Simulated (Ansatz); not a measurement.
Magnetic states of Be2Fe

```
Be Fe
1.0
     4.22240    0.00000    0.00000
    -2.11120    3.65671    0.00000
     0.00000    0.00000    6.87000
Be Fe
8 4
Direct
  0.83031 0.66062 0.25000
  0.16969 0.83031 0.75000
  0.33938 0.16969 0.25000
  0.16969 0.33938 0.75000
  0.83031 0.16969 0.25000
  0.66062 0.83031 0.75000
  0.00000 0.00000 0.00000
  0.00000 0.00000 0.50000
  0.33333 0.66667 0.06161
  0.66667 0.33333 0.56161
  0.33333 0.66667 0.43839
  0.66667 0.33333 0.93839
```

Computed with plane-wave PAW DFT (Ansatz 0.2.0): r2SCAN, 500 eV cutoff, 8×8×4 Γ-centred mesh, fermi-dirac occupations of width 0.050 eV. The atoms are fixed and numbered as listed; spin is collinear, without spin-orbit coupling.

Different starts of the self-consistent cycle ended in different solutions. Their moments in μB:

```csv
state,Fe9,Fe10,Fe11,Fe12,other atoms together,size of the net moment a cell
A,2.44,2.44,2.44,2.44,-0.52,8.65
B,2.47,-2.47,-2.47,2.47,0.00,0.00
C,1.83,2.33,2.62,-2.13,-0.27,4.09
D,0.00,0.00,0.00,0.00,0.00,0.00
E,2.22,-2.22,2.22,-2.22,0.00,0.00
```

Site moments are taken in small spheres that don't touch (radius about 0.4 of the atom's shortest bond), so those of the magnetic atoms read low, and they needn't add up to the net moment. State D was run without spin polarisation.

Question: What is the order in energy at zero smearing?

Answer: State A (parallel moments) is lowest; B (antiparallel, compensated) lies 42 meV above it, C (antiparallel, not compensated) lies 95 meV above it, E (antiparallel, compensated) lies 130 meV above it, D (without moments) lies 268 meV above it, all counted an atom of the cell.

Question: Which states have a gap on the mesh, and what pressure does each exert on this cell?

Answer: A: no gap, -3.7 GPa; B: no gap, -2.6 GPa; C: no gap, -3.7 GPa; D: no gap, -14.7 GPa; E: no gap, -3.7 GPa (positive in compression). Moments take up room: without them the pressure is lower, so that state wants a smaller cell.

Question: What does magnetism gain here?

Answer: 268 meV an atom of the cell, or 805 meV for each Fe atom, against state D, which has none. In a metal like this the level decides whether moments form at all, so this is no ordering energy.

Of 4 runs begun from atoms with typed moments, each in a different pattern, 1 ended in state A: one start isn't enough to call a state the ground state.

The cell is that of a Crystallography Open Database entry, unchanged.

Caveats: only orders that fit this cell and collinear spins were tried, so the true order may need a larger cell or canted moments; atoms and cell are not relaxed, and each state would relax in its own way; r2SCAN overestimates the moments and magnetic energies of itinerant metals, and can make a paramagnetic metal magnetic; the k mesh is coarse, so differences of a few meV are uncertain where a state is a metal; one start a pattern, so a lower state of the same pattern may exist.
